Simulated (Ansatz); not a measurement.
A geometry of InSe away from equilibrium: step 4 of the relaxation of a generated cell, InSe built in the AFLOW prototype AB_hP8_186_ab_ab (B5, as in SiC). These are r2SCAN (plane waves to 500 eV, PAW, scalar-relativistic; Ansatz, a program for electronic structure) values and carry that method's errors. Γ-centred k-mesh 6×6×2 on the run's cell (coarser than for final values), Fermi–Dirac smearing 0.05 eV.

```yaml
crystal:
  lattice:
    - [4.56889, 0.00000, 0.00000]
    - [-2.28445, 3.95678, 0.00000]
    - [0.00000, 0.00000, 15.24634]
  atoms:
    - { symbol: In, position: [0.00000, 0.00000, 0.99817] }
    - { symbol: In, position: [0.00000, 0.00000, 0.49817] }
    - { symbol: In, position: [0.66667, 0.33333, 0.74991] }
    - { symbol: In, position: [0.33333, 0.66667, 0.24991] }
    - { symbol: Se, position: [0.00000, 0.00000, 0.81704] }
    - { symbol: Se, position: [0.00000, 0.00000, 0.31704] }
    - { symbol: Se, position: [0.66667, 0.33333, 0.56051] }
    - { symbol: Se, position: [0.33333, 0.66667, 0.06051] }
```

Task: Give the Cartesian forces on all atoms (eV/Å).

Result: 
| atom | Fx | Fy | Fz |
|---|---|---|---|
| In1 | 0.00 | 0.00 | -0.02 |
| In2 | 0.00 | 0.00 | -0.02 |
| In3 | 0.00 | 0.00 | 0.02 |
| In4 | 0.00 | 0.00 | 0.02 |
| Se5 | 0.00 | 0.00 | 0.22 |
| Se6 | 0.00 | 0.00 | 0.22 |
| Se7 | 0.00 | 0.00 | -0.21 |
| Se8 | 0.00 | 0.00 | -0.21 |

Task: What is the pressure?

Result: -0.2 GPa, compression positive.

No spin polarisation in the result.

The run could not lower the symmetry of its start; a shaken copy of this end point relaxes with r2SCAN to Cmc2₁ (No. 36) at a tolerance of 0.01 Å, P6₃mc (No. 186) at 0.1 Å, 0.013 eV/atom lower.

The end of the path is a generated cell of InSe: the first start was made by placing the elements on the sites of a structure type, and the end was not matched to a known phase here, so it may be hypothetical. Known forms of InSe include space group No. 194.
